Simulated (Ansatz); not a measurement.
Relaxed-ion elastic tensor of CdS (wurtzite, P6_3mc) in GPa (Voigt order), DFT-PBE in the program Ansatz with PAW potentials; density 4.61 g/cm³, 26.04 Å³ per atom.

|  | 1 | 2 | 3 | 4 | 5 | 6 |
|---|---|---|---|---|---|---|
| 1 | 77.8 | 44.4 | 37.2 | 0.0 | 0.0 | 0.0 |
| 2 | 44.4 | 77.8 | 37.2 | 0.0 | 0.0 | 0.0 |
| 3 | 37.2 | 37.2 | 85.8 | 0.0 | 0.0 | 0.0 |
| 4 | 0.0 | 0.0 | 0.0 | 15.0 | 0.0 | 0.0 |
| 5 | 0.0 | 0.0 | 0.0 | 0.0 | 15.0 | 0.0 |
| 6 | 0.0 | 0.0 | 0.0 | 0.0 | 0.0 | 16.7 |

Question: Is the crystal mechanically stable?

Answer: Yes: the smallest eigenvalue of C is 15.0 GPa.

Question: Work out the Voigt, Reuss and Hill averages.

Answer: K_V = 53.3, K_R = 53.3, K_H = 53.3; G_V = 17.5, G_R = 17.0, G_H = 17.3 GPa.

Question: Give Young's modulus, Poisson's ratio, Pugh's ratio and the universal anisotropy index.

Answer: E = 9KG/(3K + G) = 46.8 GPa; ν = 0.35; K/G = 3.08 (ductile by the Pugh limit of 1.75); A_U = 5G_V/G_R + K_V/K_R − 6 = 0.16.

Question: Estimate the sound speeds and the Debye temperature.

Answer: v_l = √((K + 4G/3)/ρ) = 4070 m/s, v_t = √(G/ρ) = 1940 m/s, mean 2180 m/s; Θ = (h/k)(3n/4πV)^(1/3) v_m = 219 K.

Question: How much does each axis shrink under pressure?

Answer: Linear compressibilities β_i = Σ_j S_ij (j = 1 to 3): x 6.3, y 6.3, z 6.2 per TPa.

The PBE relaxation kept the symmetry of its start; phonons on a q-mesh show no instability.

Potentials: the later of the program's two PAW sets.
